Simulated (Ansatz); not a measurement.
Input:

Si:
```cif
data_Si8
_chemical_formula_sum 'Si8'
_space_group_name_H-M_alt 'Fd-3m :1'
_space_group_IT_number 227
_space_group_name_Hall 'F 4d 2 3 -1d'
_cell_length_a 5.42168
_cell_length_b 5.42168
_cell_length_c 5.42168
_cell_angle_alpha 90.000
_cell_angle_beta 90.000
_cell_angle_gamma 90.000
loop_
_atom_site_label
_atom_site_type_symbol
_atom_site_symmetry_multiplicity
_atom_site_Wyckoff_symbol
_atom_site_fract_x
_atom_site_fract_y
_atom_site_fract_z
_atom_site_occupancy
Si1 Si 8 a 0.00000 0.00000 0.00000 1
```
(The calculation used a cell of 2 atoms; values per cell refer to that cell.)

This is the PBE+D3(BJ)-relaxed structure.

**Question.** All from the program Ansatz at the PBE+D3(BJ) level (PAW), unless another level is named. Give the Young's modulus.

**Answer.** 156 GPa.

**Question.** Next, the elastic constants (relaxed ions, GPa)?

**Answer.** C11 = 159, C12 = 62.4, C44 = 76.4.

Symmetry was held in the PBE+D3(BJ) relaxation.

Potentials: the later of the program's two PAW sets.
